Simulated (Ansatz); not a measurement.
## Ru$_{3}$Cl$_{2}$, a known structure type with other elements, at an estimated volume

```xyz
5
Lattice="3.1692 1.8297 2.5403 -3.1692 1.8297 2.5403 0.0000 -3.6594 2.5403" Properties=species:S:1:pos:R:3 pbc="T T T"
Ru   -1.5846    1.8297    2.5403
Ru   -0.7923   -2.2871    2.5403
Ru    2.3769    0.4574    2.5403
Cl    0.0000    0.0000    1.9814
Cl    0.0000    0.0000    5.6395
```

The numbers come from plane-wave PAW DFT (Ansatz): r2SCAN, no spin polarisation, 500 eV, 8×8×8 Γ-centred k points, fermi-dirac occupations (width 0.0341 eV). Nothing was relaxed.

Problem. Where is the largest force?

Solution. The largest is on Ru2 (and as large on other atoms): 0.92 eV/Å, components (0.46, -0.80, 0.00). It makes 130° with the line to a nearest neighbour, Cl4 at 2.48 Å.

Problem. Metal or insulator?

Solution. It is a metal, with about 6.6 states/eV a cell as the mean within 0.25 eV of the Fermi level, mostly Ru d (87 %).

Problem. What does the stress say?

Solution. The pressure is -8.9 GPa (compression positive), so with the atoms held at these fractions the cell would first shrink; the forces are large, so a full relaxation may end otherwise. The principal stresses -11.0, -7.8, -7.8 GPa differ, so its shape would change too.

Problem. What is the formation energy?

Solution. 0.87 eV an atom against the elements' usual phases (free molecules for gases, crystals otherwise, with no correction for O₂ or N₂), so at this geometry it isn't bound against them. Relaxing would lower it.

Origin: a known structure type with other elements, at an estimated volume, so it need not be a known compound. Caveats: many states at the Fermi level without spin polarisation, so a magnetic state may lie lower; correlation that this level lacks may open a gap in such a compound.
